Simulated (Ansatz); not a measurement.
Ga2O3:
```cif
data_Ga16O24
_chemical_formula_sum 'Ga16 O24'
_space_group_name_H-M_alt 'P 1'
_space_group_IT_number 1
_cell_length_a 8.02272
_cell_length_b 8.02272
_cell_length_c 8.02272
_cell_angle_alpha 109.471
_cell_angle_beta 109.471
_cell_angle_gamma 109.471
loop_
_space_group_symop_operation_xyz
  'x, y, z'
loop_
_atom_site_label
_atom_site_type_symbol
_atom_site_fract_x
_atom_site_fract_y
_atom_site_fract_z
_atom_site_occupancy
Ga1 Ga 0.50000 0.50000 0.50000 1
Ga2 Ga 0.50000 0.00000 0.00000 1
Ga3 Ga 0.00000 0.00000 0.50000 1
Ga4 Ga 0.00000 0.50000 0.00000 1
Ga5 Ga 0.25000 0.71406 0.46406 1
Ga6 Ga 0.75000 0.78594 0.03594 1
Ga7 Ga 0.46406 0.25000 0.71406 1
Ga8 Ga 0.03594 0.75000 0.78594 1
Ga9 Ga 0.71406 0.46406 0.25000 1
Ga10 Ga 0.78594 0.03594 0.75000 1
Ga11 Ga 0.75000 0.28594 0.53594 1
Ga12 Ga 0.25000 0.21406 0.96406 1
Ga13 Ga 0.53594 0.75000 0.28594 1
Ga14 Ga 0.96406 0.25000 0.21406 1
Ga15 Ga 0.28594 0.53594 0.75000 1
Ga16 Ga 0.21406 0.96406 0.25000 1
O1 O 0.54306 0.77427 0.54749 1
O2 O 0.72678 0.99558 0.95251 1
O3 O 0.77322 0.72573 0.26880 1
O4 O 0.95694 0.50442 0.23120 1
O5 O 0.54749 0.54306 0.77427 1
O6 O 0.95251 0.72678 0.99558 1
O7 O 0.26880 0.77322 0.72573 1
O8 O 0.23120 0.95694 0.50442 1
O9 O 0.77427 0.54749 0.54306 1
O10 O 0.99558 0.95251 0.72678 1
O11 O 0.72573 0.26880 0.77322 1
O12 O 0.50442 0.23120 0.95694 1
O13 O 0.45694 0.22573 0.45251 1
O14 O 0.27322 0.00442 0.04749 1
O15 O 0.22678 0.27427 0.73120 1
O16 O 0.04306 0.49558 0.76880 1
O17 O 0.45251 0.45694 0.22573 1
O18 O 0.04749 0.27322 0.00442 1
O19 O 0.73120 0.22678 0.27427 1
O20 O 0.76880 0.04306 0.49558 1
O21 O 0.22573 0.45251 0.45694 1
O22 O 0.00442 0.04749 0.27322 1
O23 O 0.27427 0.73120 0.22678 1
O24 O 0.49558 0.76880 0.04306 1
```

Relaxed with r²SCAN. Plane-wave PAW r²SCAN (Ansatz code) gives a gap of 3.25 eV.

Question: What gap does HSE06 give on the same cell (Ansatz, PAW)?

Answer: 4.32 eV, 1.07 eV more. The hybrid was solved on a coarser mesh and at special points; its gap is the smallest among all of these.

```csv
k,v1 r²SCAN,c1 r²SCAN,v1 HSE06,c1 HSE06
Γ,-0.11,3.25,-0.12,4.32
H,-0.11,6.26,___,___
P,-0.11,5.99,___,___
N,-0.01,5.36,___,___
```

Question: Top valence (v1) and lowest conduction level (c1) in eV from each method's valence maximum (which need not be a listed point): supply the withheld HSE06 values.

Answer: 
- P, v1 HSE06: -0.11
- P, c1 HSE06: 7.14
- N, v1 HSE06: -0.01
- N, c1 HSE06: 6.48
- H, v1 HSE06: -0.10
- H, c1 HSE06: 7.41

Cost on shared cores: the r²SCAN run (SCF on a 4×4×4 mesh, then bands and DOS) very roughly 30 core-minutes, the HSE06 run (SCF on 3×3×3, then a few points) very roughly 60 core-minutes; the tasks are unlike.

Space group Ia-3 (bixbyite). The cell is a constructed one: a structure type filled with these elements; neither database checked (COD, Materials Project) lists it. It is not the phase usual at ambient conditions (space group No. 12, 167). The cell was relaxed with r²SCAN under the symmetry of its start; of distortions, only those at the zone centre were tested. Spin–orbit coupling is left out wherever it is not named.

Potentials: the later of the program's two PAW sets.
